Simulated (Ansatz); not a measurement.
# Property card for VBiO4

VBiO4:
```xyz
6
Lattice="3.8661 2.7428 0.0000 -3.8661 2.7428 0.0000 -2.9300 0.0000 4.3714" Properties=species:S:1:pos:R:3 pbc="T T T"
V      0.0000     1.9829     0.0000
Bi    -1.4650     5.0953     2.1857
O     -2.8847     1.0476     2.9049
O      1.3656     2.9563     0.1891
O     -4.2956     2.9563     4.1822
O     -0.0453     1.0476     1.4664
```

Space group C2 (No. 5); conventional cell a = 7.7323 Å, b = 5.4856 Å, c = 5.2625 Å, α = γ = 90.00°, β = 123.83°.

Method: r²SCAN (plane waves, PAW; program Ansatz). The cell and atoms are relaxed at this level. Other levels are named where they apply.

Cell and energy:

```
Property                                                       Value
-----------------------------------------------------  -------------
Volume per atom                                             15.45 Å³
Density                                                   5.80 g/cm³
Formation energy from the elements (no fitted shifts)  -2.04 eV/atom
```

Electronic structure:

```
Quantity                                                                                       Value
----------------------------  ----------------------------------------------------------------------
Band gap                                                                            3.26 eV (direct)
Valence-band maximum          at M2 (k = 0.500, 0.500, 0.500 in fractions of the reciprocal vectors)
Conduction-band minimum       at M2 (k = 0.500, 0.500, 0.500 in fractions of the reciprocal vectors)
Electron effective mass                                         0.78, 1.5, 2.0 mₑ (principal values)
HSE06 gap on the r²SCAN cell                                                                 4.27 eV
Gap with spin–orbit coupling                                                                 2.96 eV
```

Mechanics:

```
Item                                  Result
----------------------------------  --------
Bulk modulus (Birch–Murnaghan fit)  21.5 GPa
Pressure derivative B′                   8.4
```

Dielectric response:

```
Property                                                                                 Result
--------------------------------------------------------  -------------------------------------
Electronic dielectric constant ε∞ (DFPT)                        4.81 (xx), 4.03 (yy), 4.75 (zz)
Static dielectric constant ε0 (ions relaxed, cell fixed)        21.6 (xx), 7.61 (yy), 22.7 (zz)
Born charges (a third of the trace)                       V +4.13, Bi +4.71, O -2.24 to -2.18 e
```

Phonons:

```
Quantity                                                            Result
--------------------------------------------------  ----------------------
Highest zone-centre frequency (without LO–TO term)                861 cm⁻¹
Zone-centre stability                               no imaginary mode at Γ
```

Charges:

```
Item                                          Result
-------------  -------------------------------------
Bader charges  V +2.26, Bi +2.06, O -1.12 to -1.04 e
```

The workflow started from a Materials Project entry (that database holds measured and hypothetical structures alike); the Crystallography Open Database copy checked does not list it. It is not the phase usual at ambient conditions (space group No. 88). The cell was relaxed with r²SCAN under the symmetry of its start. No spin polarisation was allowed. No Hubbard U is applied. The references are the lowest solids computed at this level, not always the standard phases (solids in place of the gases). Scalar-relativistic: spin–orbit coupling is off unless named, which matters more the heavier the elements.

Potentials: the later of the program's two PAW sets.
